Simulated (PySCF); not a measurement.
PySCF single point, HF/6-31G*, density fitting, COSMO implicit methanol (electrostatics alone), on tert-butylthiol, C4H10S (SMILES CC(C)(C)S), charge 0, multiplicity 1.

```python
from pyscf import gto, scf, dft
mol = gto.M(atom='''
C     -0.564997     1.257622     0.711725
C     -0.032510     0.000086     0.037920
C     -0.564553    -1.257756     0.711541
C      1.490606     0.000366     0.010167
S     -0.577239     0.000054    -1.738786
H     -0.205504     1.308016     1.738269
H     -0.226906     2.145554     0.182178
H     -1.653509     1.259375     0.728343
H     -0.224273    -2.145554     0.183188
H     -0.206894    -1.306966     1.738786
H     -1.653092    -1.261000     0.726174
H      1.861615    -0.881191    -0.508201
H      1.861367     0.883161    -0.506281
H      1.882580    -0.000691     1.025405
H     -1.882580     0.000184    -1.478365
''', basis='6-31G*', charge=0, spin=0, verbose=3)
mf = scf.RHF(mol)
mf = mf.density_fit()
mf = mf.PCM()
mf.with_solvent.method = 'COSMO'
mf.with_solvent.eps = 32.66
mf.max_cycle = 100
e = mf.kernel()
print('converged', mf.converged)
print('E_total', e)
print('nao', mol.nao)
print('HOMO', mf.mo_energy[mf.mo_occ > 0].max())
mf.dip_moment()
```

Output:

```

WARN: PCM is an experimental feature. It is still in testing.
Features and APIs may be changed in the future.

converged SCF energy = -554.80876123739
converged True
E_total -554.8087612373904
nao 94
HOMO -0.35547020290049547
Dipole moment(X, Y, Z, Debye): -0.40731,  0.00024,  2.56993
```

The total energy is -15097.12 eV, -0.15 eV from the same level's vacuum run.
